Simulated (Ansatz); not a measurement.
MnSb: converged, but where?

We look at MnSb: an experimental structure (space group P6_3/mmc), with 4 atoms per cell. Source: COD entry 1539319, which need not be the ambient phase.

Method: DFT, r2SCAN, PAW, plane waves, scalar-relativistic in Ansatz development build ahead of 0.2.0.

```yaml
crystal:
  lattice:
    - [4.14000209, 0.0, 0.0]
    - [-2.07000105, 3.58534698, 0.0]
    - [0.0, 0.0, 5.79]
  atoms:
    - { symbol: Sb, position: [0.33333333, 0.66666667, 0.25] }
    - { symbol: Sb, position: [0.66666667, 0.33333333, 0.75] }
    - { symbol: Mn, position: [0.0, 0.0, 0.0] }
    - { symbol: Mn, position: [0.0, 0.0, 0.5], spin: 4.5 }
magnetization:
  spin_polarized: true
hamiltonian:
  xc: r2scan
  pseudopotentials: { kind: paw }
basis:
  ecutwfc: 500
kpoints:
  mp_grid: { grid: [8, 8, 5] }
scf:
  occupations: { method: fermi_dirac, width: 0.05 }
  lower_state_search: "off"
output:
  forces: true
  stress: true
```

Command:
```sh
ansatz run input.yaml --threads 2 --pin off --max-ram 5120MiB --backend cpu --events-out ev --progress --plain --runs-dir out
```

Wall time and machine: 69 s on 2 threads of Intel(R) Xeon(R) Processor @ 2.70GHz, with other jobs on the host, peak memory 0.78 GiB.

The end of the output:

```
SCF converged after 40 iterations
Magnetization: -0.0001 μB (29.9999 up, 30.0001 down)
Absolute magnetization: 8.2921 μB (∫|ρ↑−ρ↓|, with the PAW one-centre terms)
Spin contamination: 4.0735 ħ² per cell (⟨S²⟩ above its minimum at these occupations)
Per-site moments (μB) at R_I (Å): [(-7.2971e-6, 1.1526), (-7.2971e-6, 1.1526), (-3.8310, 1.1526), (3.8309, 1.1526)]
Free energy (F): -20806.864013 eV
Harris-Foulkes:  -20806.864013 eV  (|F-HF|=1.29e-8)
Internal energy: -20806.839769 eV  (E = F + TS)
E sigma→0 (E₀):  -20806.851891 eV
Entropy (-TS):   -0.024244 eV (-6.061 meV/atom)
Fermi energy:    12.051973 eV
--- Forces (eV/Å), atoms counted from 1 ---
  atom   1  Sb     0.00000000     0.00000000     0.00006909
  atom   2  Sb    -0.00000000    -0.00000000    -0.00006909
  atom   3  Mn     0.00000000     0.00000000     0.00000000
  atom   4  Mn     0.00000000     0.00000000     0.00000000
--- Stress (GPa, compression-positive) ---
       -0.276218      -0.000000      -0.000000
       -0.000000      -0.276218      -0.000000
       -0.000000      -0.000000      -0.155267
  P = ⅓ Tr σ = -0.2359 GPa (-2.359 kbar)
```

r2SCAN tends to overstate moments and magnetic energies in itinerant metals.

Site moments are taken inside atomic spheres and don't add up to the total.

Task: Has the SCF ended in the lowest solution? If not, by how much is it too high?

Result: No. A state 83.7 meV/atom (0.335 eV per cell) lower exists in this cell: ferromagnetic, site moments Mn3 3.85, Mn4 3.85 μB, total 7.37 μB per cell, no gap on the k-mesh. It was reached from: parallel moments, default search for lower states [Mn3 4.50, Mn4 4.50 μB]; parallel moments, Broyden mixing, no switch to direct minimisation [Mn3 4.50, Mn4 4.50 μB]. The wrong state matters: the pressure is 0.1 GPa there against -0.2 GPa here. Signs that this run gave and the runs to the lower state didn't: a notice that the order of the start wasn't kept. Only collinear orders within this cell were tried; the true ground state may need a larger cell.
